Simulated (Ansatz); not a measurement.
A trial structure of KMo2 was built thus: ordered superstructure of diamond with vacancies (P-4m2, No. 115) (sublattice all; occupants of the shared sites, in ratio, Mo: 2, K: 1, vacant: 1). The dimensions are guesses.

```cif
data_structure
_symmetry_space_group_name_H-M 'P-4m2'
_symmetry_Int_Tables_number 115
_cell_length_a 4.0316
_cell_length_b 4.0316
_cell_length_c 5.7015
_cell_angle_alpha 90.000
_cell_angle_beta 90.000
_cell_angle_gamma 90.000
_cell_volume 92.67
loop_
_atom_site_label
_atom_site_type_symbol
_atom_site_symmetry_multiplicity
_atom_site_Wyckoff_symbol
_atom_site_fract_x
_atom_site_fract_y
_atom_site_fract_z
_atom_site_occupancy
K1 K 1 a 0.00000 0.00000 0.00000 1
Mo1 Mo 2 g 0.50000 0.00000 0.75000 1
```

Computed with DFT PBE, scalar-relativistic, plane waves, PAW (Ansatz 0.2.0). Cutoff 420 eV, Gaussian smearing, Γ-centred meshes. Cell and atoms relax first on a coarse mesh and then on a finer one. In between, the cell is made exact in the group found at 0.06 Å. In metals the finer mesh still leaves noise of several meV/atom or more. The steps can't lower the symmetry of their start. No spin polarisation in the relaxation; trial moments died out in a coarse test.

A guess keeps its type if space group and coordination stay and the shape of the cell changes little (axis ratios within about 15 %, angles within 6°); the volume may change.

**Question.** Will the relaxed cell still be of the starting type?

**Answer.** It doesn't keep its type. The symmetry stays P-4m2 (No. 115). The volume per atom shrinks by 16.2 %, from 30.9 to 25.9 Å³. The shortest distance goes from 2.47 Å (K–Mo) to 2.54 Å (Mo–Mo). The ratio c/a of the conventional cell changes by a factor of 1.67. Counting neighbours within 15 % of an atom's shortest distance, the start has K 4, Mo 2 and the end K 8, Mo 4. In detail, at the end K has 4 K at 3.21 Å and 4 Mo at 3.58 Å; Mo is surrounded by 4 Mo at 2.54 Å, 4 Mo at 3.21 Å and 2 K at 3.58 Å.

```
CELL_PARAMETERS angstrom
3.20530 0.00000 0.00000
0.00000 3.20530 0.00000
0.00000 0.00000 7.55720
ATOMIC_POSITIONS crystal
K 0.00000 0.00000 0.00000
Mo 0.50000 0.00000 0.57634
Mo 0.00000 0.50000 0.42366
```

Formation energies are uncorrected and refer to the elements' standard structures at the same level.

**Question.** At what energy does it end?

**Answer.** +1.07 eV/atom. A positive value: parting into the elements would lower its energy.

The last run used a 14×14×6 mesh (in the run's order of axes) for its 3-atom cell and Gaussian smearing of 0.10 eV. A structure relaxed within its symmetry needn't be a true minimum.
